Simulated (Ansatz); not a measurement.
Method: PBE0, no spin polarisation; PAW, plane waves to 420 eV, 3×3×2 Γ-centred mesh, cold occupations (width 0.0112 eV) (Ansatz 0.2.0), atoms fixed.

Computed maps in the lattice plane spanned by a (left to right, 4.01 Å, 12 points from zero) and b (bottom to top, 4.01 Å, 12 points from zero), 90° apart, at height 0.000 along c. The fields are smooth PAW ones with compensation charges, not the true ones near nuclei.

Valence density. Digits on a logarithmic scale: 0 up to 0.03 e/Å³, each further digit a factor of 1.6, 9 from 1.3 e/Å³ up:
```
689998666666
799999765556
899999865556
799999765556
689998666666
667876667876
666666689998
765556799999
865556899999
765556799999
666666689998
667876667876
```

ELF. Ten even steps from '0' (0.24) to '9' (0.66):
```
106960132123
069996022222
199099112221
069996022222
106960132123
410101410101
132123106960
022222069996
112221199099
022222069996
132123106960
410101410101
```

Q: The cell is LaBIr. Which atoms lie within 0.2 Å of this plane, and where (fractions of a and b)?

A: Ir at (0.75, 0.25), Ir at (0.25, 0.75). The whole cell:
```yaml
crystal:
  lattice:
    - [4.00966, 0.00000, 0.00000]
    - [0.00000, 4.00966, 0.00000]
    - [0.00000, 0.00000, 6.73958]
  atoms:
    - { symbol: B, position: [0.25000, 0.25000, 0.17500] }
    - { symbol: B, position: [0.75000, 0.75000, 0.82500] }
    - { symbol: La, position: [0.25000, 0.25000, 0.67900] }
    - { symbol: La, position: [0.75000, 0.75000, 0.32100] }
    - { symbol: Ir, position: [0.75000, 0.25000, 0.00000] }
    - { symbol: Ir, position: [0.25000, 0.75000, 0.00000] }
```

Origin: a known structure type with other elements, at an estimated volume, so it need not be a known compound. Caveats: hybrid functional on a coarse k mesh.
